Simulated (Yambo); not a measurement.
Yambo run on KOH (space group Cmc2_1, No. 36). The wavefunctions are PBEsol (Quantum ESPRESSO, PseudoDojo norm-conserving, 84 Ry, scalar-relativistic) ones on a 4×4×4 mesh (16 occupied bands); a = b = 5.5393 Å, c = 3.9730 Å, α = β = 90.00°, γ = 138.58°.

Yambo input:

```
rim_cut
gw0
dyson
el_el_corr
HF_and_locXC
ppa
em1d
RandQpts= 1000000
RandGvec= 1 Ry
EXXRLvcs= 84 Ry
VXCRLvcs= 336 Ry
Chimod= "HARTREE"
% BndsRnXp
 1 | 117 |
%
NGsBlkXp= 1 Ry
% LongDrXp
 1.0 | 1.0 | 1.0 |
%
PPAPntXp= 27.2114 eV
% GbndRnge
 1 | 117 |
%
GTermKind= "BG"
DysSolver= "n"
ExtendOut
% QPkrange
 1 | 1 | 16 | 17 |
 19 | 19 | 16 | 16 |
%
```

k points by index: 1 = Γ, 19 = (-0.5, -0.5, 0).

The o-*.qp file then holds:

```
#    K-point    Band    Eo [eV]    E [eV]    E-Eo [eV]    Vxc [eV]    Vnlxc [eV]    Sc|Eo [eV]    Sc|E [eV]    dSc/dw|Eo [eV]    Re(Z)    Im(Z)
#
    1    16    -0.024950    -2.288481    -2.263531    -18.64294    -24.57230    3.276286    3.665822    -4.682583    0.853181    -0.001072
    1    17    3.856489    4.834470    0.977981    -9.252862    -5.047118    -3.096214    -3.227763    -3.659931    0.881445    -0.774042E-3
    19    16    0.000000    -2.264182    -2.264182    -18.72576    -24.65922    3.279277    3.669275    -4.686793    0.853069    -0.001072
```
(The two width columns are left out.) Convergence of these settings isn't established.

Geometry of the Materials Project entry, not relaxed at this level.

The structure is a Materials Project entry; no match was found in the copy of COD used, and its stability was not checked.
